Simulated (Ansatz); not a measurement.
## LiTiVO₅ — electric field gradients

The cell is a computed structure from the Materials Project (it need not be an observed phase), taken as it stands.

Space group Cmme (No. 67); a = 9.2876, b = 9.5618, c = 4.6007 Å.

| site | Wyckoff | site symmetry | x | y | z |
| --- | --- | --- | --- | --- | --- |
| Li | 4e | .2/m. | 0.2500 | 0.7500 | 0.0000 |
| Ti | 4b | 222 | 0.2500 | 0.0000 | 0.5000 |
| V | 4g | mm2 | 0.5000 | 0.7500 | 0.6219 |
| O7 | 16o | 1 | 0.1413 | 0.8837 | 0.2720 |
| O8 | 4g | mm2 | 0.5000 | 0.7500 | 0.2648 |

One atom of each set is listed; the run and its k-mesh use a cell of 16 atoms with edges of 6.66, 6.66, 4.60 Å.

The numbers come from a DFT calculation in Ansatz (PBE, plane waves and PAW, scalar-relativistic, 420 eV cutoff, Γ-centred 3×3×5 k-points, Fermi–Dirac smearing 0.02 eV).

C_Q = eQV_zz/h, which is 24.18 MHz for Q = 1 b and V_zz = 10²¹ V/m²; η = (V_xx − V_yy)/V_zz. ν_Q = 3|C_Q|/[2I(2I − 1)].

⁷Li: I = 3/2, Q = -40.10 mb; ⁴⁹Ti: I = 7/2, Q = 247.0 mb; 51V: I = 7/2, Q = -52.00 mb; 17O: I = 5/2, Q = -25.58 mb. Nuclear quadrupole moments: year-2017 set (Pyykkö).

```csv
site,atoms,first shell,C_Q (MHz),η,ν_Q (MHz)
Li,2,4 O at 2.05 Å; also 2 O at 2.62 Å,-0.258,0.06,0.129
Ti,2,4 O at 1.83 Å,-21.9,0.23,1.57
V,2,5 O at 1.64–1.90 Å,-2.95,0.23,0.211
O7,8,"1 Ti at 1.83 Å, 1 V at 1.90 Å, 1 Li at 2.05 Å",-2.45,0.43,0.368
O8,2,1 V at 1.64 Å; also 2 Li at 2.62 Å,0.253,0.25,0.038
```

At V V_zz points along its shortest bond, to O (within 1°). At O8 V_zz points along its bond to V (within 1°).

The largest force is 1.1 eV/Å, so the atoms aren't at the calculated equilibrium and relaxing them would move these values. With these PAW files V_zz is typically within 2 to 3 % of all-electron values, but misses above 10 % occur on Li.
